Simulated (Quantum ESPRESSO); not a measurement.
Inputs of pw.x and gipaw.x (a modified build of Quantum ESPRESSO, PBE) for BaTiO3; the starting potential comes from an earlier run on another mesh:

```
&CONTROL
  calculation = 'scf'
  prefix = 'x'
  pseudo_dir = './pseudo'
  outdir = './out'
  tprnfor = .true.
/
&SYSTEM
  ibrav = 0
  nat = 5
  ntyp = 3
  ecutwfc = 45
  ecutrho = 180
  occupations = 'fixed'
  nbnd = 20
/
&ELECTRONS
  conv_thr = 1e-11
  startingpot = 'file'
/
ATOMIC_SPECIES
Ba 137.327 Ba.GGA_PBE-JTH.UPF
Ti 47.867 Ti.GGA_PBE-JTH.UPF
O 15.999 O.GGA_PBE-JTH.UPF
CELL_PARAMETERS angstrom
    4.007680000000     0.000000000000     0.000000000000
    0.000000000000     4.007680000000     0.000000000000
    0.000000000000     0.000000000000     4.007680000000
ATOMIC_POSITIONS crystal
Ba     0.500000000000     0.500000000000     0.500000000000
Ti     0.000000000000     0.000000000000     0.000000000000
O      0.500000000000     0.000000000000     0.000000000000
O      0.000000000000     0.500000000000     0.000000000000
O      0.000000000000     0.000000000000     0.500000000000
K_POINTS automatic
7 7 7 1 1 1
```

```
&INPUTGIPAW
  job = 'nmr'
  prefix = 'x'
  tmp_dir = './out/'
  restart_mode = 'from_scratch'
  pawproj(1) = .true.
  pawproj(2) = .true.
  pawproj(3) = .true.
  use_nmr_macroscopic_shape = .false.
/
```

Geometry: a computed entry of the Materials Project; it was not checked against measured cells. It is BaTiO3 in Pm-3m. Stability against distortions was not tested. The run has no spin polarisation.

Q: Predict the shielding tensors that the run ends with.

A: 
```
     Total NMR chemical shifts in ppm: ---------------------------------------
     (adopting the Simpson convention for anisotropy and asymmetry)-----------

     Atom  1  Ba  pos: (  0.500000  0.500000  0.500000)  Total sigma:        4785.56
          4785.5643         -0.0000          0.0000
             0.0000       4785.5643          0.0000
            -0.0000         -0.0000       4785.5643

     Ba      1    anisotropy:      0.00    eta:    0.0000
     Ba      1    sigma_11=   4785.56
     Ba      1    sigma_22=   4785.56
     Ba      1    sigma_33=   4785.56

     Atom  2  Ti  pos: (  0.000000  0.000000  0.000000)  Total sigma:        -398.09
          -398.0883          0.0000         -0.0000
             0.0000       -398.0883         -0.0000
            -0.0000         -0.0000       -398.0883

     Ti      2    anisotropy:     -0.00    eta:    0.0000
     Ti      2    sigma_11=   -398.09
     Ti      2    sigma_22=   -398.09
     Ti      2    sigma_33=   -398.09

     Atom  3  O   pos: (  0.500000  0.000000  0.000000)  Total sigma:        -364.99
           -29.0188         -0.0000          0.0000
            -0.0000       -532.9751         -0.0000
            -0.0000         -0.0000       -532.9751

     O       3    anisotropy:    503.96    eta:    0.0000
     O       3    sigma_11=   -532.98
     O       3    sigma_22=   -532.98
     O       3    sigma_33=    -29.02

     Atom  4  O   pos: (  0.000000  0.500000  0.000000)  Total sigma:        -364.99
          -532.9751         -0.0000          0.0000
            -0.0000        -29.0188          0.0000
            -0.0000         -0.0000       -532.9751

     O       4    anisotropy:    503.96    eta:    0.0000
     O       4    sigma_11=   -532.98
     O       4    sigma_22=   -532.98
     O       4    sigma_33=    -29.02

     Atom  5  O   pos: (  0.000000  0.000000  0.500000)  Total sigma:        -364.99
          -532.9751         -0.0000         -0.0000
             0.0000       -532.9751          0.0000
            -0.0000          0.0000        -29.0188

     O       5    anisotropy:    503.96    eta:    0.0000
     O       5    sigma_11=   -532.98
     O       5    sigma_22=   -532.98
     O       5    sigma_33=    -29.02
```
The printed anisotropy is 3/2 (σ_33 − σ_iso) in the program's own order; the axes are left out here. Anisotropies that symmetry doesn't fix are less certain than the isotropic values. Shieldings are absolute and leave out the bulk-susceptibility term; a larger σ means a smaller chemical shift. By our sweeps, such settings leave a few ppm in absolute σ on light atoms and up to some 20 ppm from Zn on. Spin–orbit coupling is left out; its weight grows with the heaviest atom, Ba here.
